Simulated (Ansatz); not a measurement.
Problem. Each is relaxed and computed with DFT-PBEsol in the program Ansatz with PAW potentials. Which is the only one with a gap?
A) K2Te2Pd, Immm (K on 4j, Te on 4h, Pd on 2a)
B) SbPd, NiAs type
C) GaSb, Immm (Ga on 2a, Sb on 2c)
D) LuBPd3, cubic perovskite

Solution. A, K2Te2Pd, Immm (K on 4j, Te on 4h, Pd on 2a). K2Te2Pd: gap 0.34 eV (indirect); LuBPd3: metal; SbPd: metal; GaSb: metal. Not the usual ambient phase: GaSb, Immm (Ga on 2a, Sb on 2c). Standing as an ambient phase not checked: K2Te2Pd, Immm (K on 4j, Te on 4h, Pd on 2a); LuBPd3, cubic perovskite; SbPd, NiAs type. All cells were relaxed under the symmetry of their starts (and spin orders); stability against distortions was not tested throughout. Rows with no word on spin ran without spin polarisation. Scalar-relativistic: spin–orbit coupling is off unless named, which matters more the heavier the elements.

Potentials: the later of the program's two PAW sets.
